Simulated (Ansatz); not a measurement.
# A run on ZnS with Se replacing S

```yaml
crystal:
  lattice:
    - [7.622, 0.0, 0.0]
    - [-3.811, 6.6008456276, 0.0]
    - [0.0, 0.0, 12.468]
  atoms:
    - { symbol: Zn, position: [0.1666666666, 0.3333333334, 0.0] }
    - { symbol: Zn, position: [0.1666666666, 0.3333333334, 0.5] }
    - { symbol: Zn, position: [0.1666666666, 0.8333333334, 0.0] }
    - { symbol: Zn, position: [0.1666666666, 0.8333333334, 0.5] }
    - { symbol: Zn, position: [0.6666666666, 0.3333333334, 0.0] }
    - { symbol: Zn, position: [0.6666666666, 0.3333333334, 0.5] }
    - { symbol: Zn, position: [0.6666666666, 0.8333333334, 0.0] }
    - { symbol: Zn, position: [0.6666666666, 0.8333333334, 0.5] }
    - { symbol: Zn, position: [0.3333333334, 0.1666666666, 0.25] }
    - { symbol: Zn, position: [0.3333333334, 0.1666666666, 0.75] }
    - { symbol: Zn, position: [0.3333333334, 0.6666666666, 0.25] }
    - { symbol: Zn, position: [0.3333333334, 0.6666666666, 0.75] }
    - { symbol: Zn, position: [0.8333333334, 0.1666666666, 0.25] }
    - { symbol: Zn, position: [0.8333333334, 0.1666666666, 0.75] }
    - { symbol: Zn, position: [0.8333333334, 0.6666666666, 0.25] }
    - { symbol: Zn, position: [0.8333333334, 0.6666666666, 0.75] }
    - { symbol: Se, position: [0.1666666666, 0.3333333334, 0.1925] }
    - { symbol: S, position: [0.1666666666, 0.3333333334, 0.6925] }
    - { symbol: S, position: [0.1666666666, 0.8333333334, 0.1925] }
    - { symbol: S, position: [0.1666666666, 0.8333333334, 0.6925] }
    - { symbol: S, position: [0.6666666666, 0.3333333334, 0.1925] }
    - { symbol: S, position: [0.6666666666, 0.3333333334, 0.6925] }
    - { symbol: S, position: [0.6666666666, 0.8333333334, 0.1925] }
    - { symbol: S, position: [0.6666666666, 0.8333333334, 0.6925] }
    - { symbol: S, position: [0.3333333334, 0.1666666666, 0.4425] }
    - { symbol: S, position: [0.3333333334, 0.1666666666, 0.9425] }
    - { symbol: S, position: [0.3333333334, 0.6666666666, 0.4425] }
    - { symbol: S, position: [0.3333333334, 0.6666666666, 0.9425] }
    - { symbol: S, position: [0.8333333334, 0.1666666666, 0.4425] }
    - { symbol: S, position: [0.8333333334, 0.1666666666, 0.9425] }
    - { symbol: S, position: [0.8333333334, 0.6666666666, 0.4425] }
    - { symbol: S, position: [0.8333333334, 0.6666666666, 0.9425] }
kpoints:
  mp_grid: { grid: [3, 3, 2] }
scf:
  occupations: { method: fermi_dirac, width: 0.01 }
  mixing: { algorithm: broyden, beta: 1.5, ndim: 1, preconditioner: none }
  max_iter: 60
hamiltonian:
  xc: pbe
  pseudopotentials: { kind: paw }
output:
  forces: true
  stress: true
  populations: true
  efg:
    quadrupole_moments_barn: { Zn: 0.122, S: -0.0694 }
    contact_densities: true
```

```sh
ansatz run input.yaml --threads 1 --pin off --max-ram 3072MiB --backend cpu --events-out ev --progress --plain --runs-dir out
```

Q: Does this calculation finish, and if not, why?

A: The input was rejected before any iteration. The input holds mixing far too strong. The program says:

```
Error: invalid value for `scf.mixing.beta`: must be finite and in (0, 1]; got 1.5
```

Against a sound input the change was `scf.mixing`: not typed → {algorithm: broyden, beta: 1.5, ndim: 1, preconditioner: none}; `scf.max_iter`: not typed → 60.

With the sound settings the run converges and gives V_zz (10²¹ V/m²) Zn1 0.86 (η 0.00), Zn2 1.83 (η 0.00), Zn3 1.84 (η 0.00), Zn4 1.82 (η 0.00), Zn9 2.22 (η 0.56), Zn10 1.81 (η 0.00), among others; a site carries the number of its first atom in the input. The defect repeats with the cell of 32 atoms, so it feels its images: sites between two images don't show the values beside a lone defect, and zeros or small values of η there can come from the images' arrangement. S and Zn carry a gradient in the pure host already, so the values there aren't the defect's effect alone. The neighbours have not yet relaxed around the defect (largest force 1.0 eV/Å), so a real crystal will differ.
